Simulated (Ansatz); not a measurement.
## Sc2S3O12: O-17 NMR of the central transition

Cell: a computed structure from the Materials Project (it need not be an observed phase).

Space group R-3c:H (No. 167); a = 8.7784, c = 22.6614 Å, γ = 120.00°.

| site | Wyckoff | site symmetry | x | y | z |
| --- | --- | --- | --- | --- | --- |
| Sc | 12c | 3. | 0.0000 | 0.0000 | 0.1441 |
| S | 18e | .2 | 0.6199 | 0.6667 | 0.4167 |
| O11 | 36f | 1 | 0.6965 | 0.1569 | 0.5312 |
| O21 | 36f | 1 | 0.6384 | 0.5115 | 0.4253 |

One atom of each set is listed; the run and its k-mesh use a cell of 34 atoms with edges of 9.10, 9.10, 9.10 Å.

The numbers come from a DFT calculation in Ansatz (PBE, plane waves and PAW, scalar-relativistic, 420 eV cutoff, Γ-centred 3×3×3 k-points, Fermi–Dirac smearing 0.02 eV).

O-17 has I = 5/2 and Q = -25.58 mb (Pyykkö 2018); at 28.2 T its Larmor frequency is ν₀ = 162.8 MHz. Only the quadrupole interaction is simulated: positions count from each site's isotropic chemical shift, and J coupling is left out, as are shift anisotropy and dipolar coupling, which fast spinning averages.

**Question.** What does the O-17 spectrum (fast magic-angle spinning) show for each site?

**Answer.** 

```
site                                first shell  C_Q (MHz)     η  P_Q (MHz)  δ_QIS (ppm)  breadth (kHz)
 O11  1 S at 1.47 Å, 1 Sc at 2.09 Å, angle 156°      -8.35  0.02       8.35        -15.8           5.55
 O21  1 S at 1.46 Å, 1 Sc at 2.07 Å, angle 153°      -8.30  0.04       8.30        -15.6           5.50
```

δ_QIS = −(ν_Q²/30ν₀²)[I(I+1) − 3/4](1 + η²/3) × 10⁶ ppm with ν_Q = 3|C_Q|/[2I(2I−1)]; it falls as 1/B₀² in ppm, and the breadth as 1/B₀ in kHz.

At O11 and O21 V_zz points along the shorter of its two bonds, to S (within 3°) in each case.

At this cell the PBE pressure is 5 GPa, so with PBE the cell would grow if it were relaxed. The entry's cell may itself be off. The largest force is 1.1 eV/Å, so the atoms aren't at the calculated equilibrium and relaxing them would move these values.

The run took 58 s of wall time (58 s of CPU time) and 1 GiB at its peak, on 1 thread of Arm Neoverse V2 (aarch64; 8 cores open to the job, memory cap 2.5 GiB, no GPU), a shared host with a load of 0.7 a core.
